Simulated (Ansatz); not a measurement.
The calculation used DFT PBE, scalar-relativistic, plane waves, PAW (Ansatz). Settings: cutoff 420 eV, Γ-centred meshes spaced at most about 0.3 Å⁻¹, and about 0.25 Å⁻¹ or finer for metals (2π included), Gaussian smearing. Collinear spin in cells that started with moments and kept them past the coarse steps, no spin elsewhere.

Temperature and zero-point effects are left out. All come from trial cells, and lower structures may exist.

Question: Order these relaxed structures of Na₂N by energy, lowest first, with the energy over the lowest of them.
A.

Space group P-3m1 (No. 164). a = 3.714 Å, b = 3.714 Å, c = 5.518 Å, α = 90.00°, β = 90.00°, γ = 120.00°
| atom | site | symmetry | x | y | z |
| --- | --- | --- | --- | --- | --- |
| Na | 2d | 3m. | 0.6667 | 0.3333 | 0.6989 |
| N | 1b | -3m. | 0.0000 | 0.0000 | 0.5000 |

B.

Space group Fm-3m (No. 225). a = 5.866 Å, b = 5.866 Å, c = 5.866 Å, α = 90.00°, β = 90.00°, γ = 90.00°
```tsv
atom	site	symmetry	x	y	z
Na	8c	-43m	0.2500	0.7500	0.7500
N	4a	m-3m	0.0000	0.0000	0.0000
```

C.

Space group P6/mmm (No. 191). a = 3.901 Å, b = 3.901 Å, c = 8.002 Å, α = 90.00°, β = 90.00°, γ = 120.00°
| atom | site | symmetry | x | y | z |
| --- | --- | --- | --- | --- | --- |
| Na | 2e | 6mm | 0.0000 | 0.0000 | 0.7170 |
| N | 1a | 6/mmm | 0.0000 | 0.0000 | 0.0000 |

D.

Space group I4/mmm (No. 139). a = 3.368 Å, b = 3.368 Å, c = 7.793 Å, α = 90.00°, β = 90.00°, γ = 90.00°
```json
{"atom": "Na", "site": "4e", "symmetry": "4mm", "x": "0.5000", "y": "0.5000", "z": "0.3497"}
{"atom": "N", "site": "2b", "symmetry": "4/mmm", "x": "0.5000", "y": "0.5000", "z": "0.0000"}
```

Answer: B (0 meV/atom), A (82 meV/atom), D (161 meV/atom), C (794 meV/atom). Forms: B anti-fluorite type, Fm-3m, moments up to 0.9 μB; A anti-cadmium iodide type, P-3m1, moments up to 1.0 μB; D I4/mmm, moments up to 0.9 μB; C P6/mmm, moments up to 1.5 μB. Counting N atoms around Na (those within 1.25 times the shortest such distance or 1.15 times the sum of covalent radii, 1.27 where that leaves under three): B has Na 4; A has Na 3; D has Na 5; C has Na 1. Even the lowest lies +0.49 eV/atom against the elements.

The magnetic state reached may not be the lowest. Cells relaxed within their symmetry can be saddle points. Some types were kept out of the candidates beforehand, so the set may lack a known form.
